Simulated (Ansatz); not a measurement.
PbSe with Ba replacing Pb: gradients before and after relaxing the atoms

Start: a supercell of PbSe (rock salt type, Fm-3m) built from a COD entry, with all atoms left at the host's positions.

Space group Fm-3m (No. 225); a = 18.3639 Å.

| site | Wyckoff | site symmetry | x | y | z |
| --- | --- | --- | --- | --- | --- |
| Ba | 4a | m-3m | 0.0000 | 0.0000 | 0.0000 |
| Pb2 | 48h | m.m2 | 0.1667 | 0.1667 | 0.0000 |
| Pb5 | 32f | .3m | 0.3333 | 0.1667 | 0.1667 |
| Pb15 | 24e | 4m.m | 0.5000 | 0.5000 | 0.3333 |
| Se28 | 32f | .3m | 0.1667 | 0.1667 | 0.1667 |
| Se30 | 24e | 4m.m | 0.5000 | 0.5000 | 0.1667 |
| Se32 | 48i | m.m2 | 0.5000 | 0.3333 | 0.3333 |
| Se41 | 4b | m-3m | 0.5000 | 0.5000 | 0.5000 |

One atom of each set is listed; the run and its k-mesh use a cell of 54 atoms with edges of 12.99, 12.99, 12.99 Å.

The numbers come from a DFT calculation in Ansatz (PBE, plane waves and PAW, scalar-relativistic, 420 eV cutoff, Γ-centred 2×2×2 k-points, Fermi–Dirac smearing 0.01 eV).

The largest force at the start is 0.53 eV/Å. Relaxing the ions at fixed cell moves them by 0.092 Å at most (atom 30, Se) and 0.033 Å rms.

```json
{"site": "Ba", "moved (Å)": "0.000", "first shell before": "6 Se at 3.06 Å", "first shell after": "6 Se at 3.15 Å", "V_zz before (10²¹ V/m²)": "0.00", "η before": "–"}
{"site": "Pb2", "moved (Å)": "0.014", "first shell before": "6 Se at 3.06 Å", "first shell after": "6 Se at 3.04–3.07 Å", "V_zz before (10²¹ V/m²)": "-0.30", "η before": "0.67"}
{"site": "Pb5", "moved (Å)": "0.000", "first shell before": "6 Se at 3.06 Å", "first shell after": "6 Se at 3.06 Å", "V_zz before (10²¹ V/m²)": "-0.068", "η before": "0.00"}
{"site": "Pb15", "moved (Å)": "0.025", "first shell before": "6 Se at 3.06 Å", "first shell after": "6 Se at 2.99–3.07 Å", "V_zz before (10²¹ V/m²)": "0.54", "η before": "0.00"}
{"site": "Se28", "moved (Å)": "0.004", "first shell before": "6 Pb at 3.06 Å", "first shell after": "6 Pb at 3.06 Å", "V_zz before (10²¹ V/m²)": "0.12", "η before": "0.00"}
{"site": "Se30", "moved (Å)": "0.092", "first shell before": "5 Pb at 3.06 Å, 1 Ba at 3.06 Å", "first shell after": "5 Pb at 2.99–3.07 Å, 1 Ba at 3.15 Å", "V_zz before (10²¹ V/m²)": "-10.47", "η before": "0.00"}
{"site": "Se32", "moved (Å)": "0.008", "first shell before": "6 Pb at 3.06 Å", "first shell after": "6 Pb at 3.04–3.07 Å", "V_zz before (10²¹ V/m²)": "0.22", "η before": "0.16"}
```

Task: What are V_zz and η after the relaxation?

Result: 

| site | V_zz after | η after | change of V_zz |
| --- | --- | --- | --- |
| Ba | 0.00 | – | 0.00 |
| Pb2 | -0.58 | 0.05 | – |
| Pb5 | <0.005 | – | +0.07 |
| Pb15 | -3.04 | 0.00 | -3.58 |
| Se28 | -0.055 | 0.00 | -0.17 |
| Se30 | -8.89 | 0.00 | +1.58 |
| Se32 | -0.60 | 0.58 | – |

The largest change of V_zz along a kept axis is on Pb15, from 0.54 to -3.04. In per cent, |V_zz| changes by -15 on Se (all sites that start above 0.5, bar those whose gradient vanishes or changes sign or whose main axis turns by over 40°). V_zz changes sign on Pb15 (same axis), Se28 (same axis). On Pb2, Se32 the largest principal value lies along another axis in the second run, so the two V_zz can't be compared directly. Other sites without a gradient aren't listed.

The defect repeats with the cell of 54 atoms, so it feels its images: sites between two images don't show the values beside a lone defect, and zeros or small values of η there can come from the images' arrangement. Spin–orbit coupling is left out, which shifts gradients on Pb by a few per cent in wide-gap crystals, and can shift them far more where the calculated gap is small or absent, as here. With a gap of 0.4 eV on this mesh, small gradients can still move by 0.1 × 10²¹ V/m² or more as the k-mesh gets denser.
Before: The neighbours have not yet relaxed around the defect (largest force 0.53 eV/Å), so a real crystal will differ.
After: The relaxation keeps the site symmetry m-3m of the start, so the impurity can't leave its site; a start off the site could end lower.
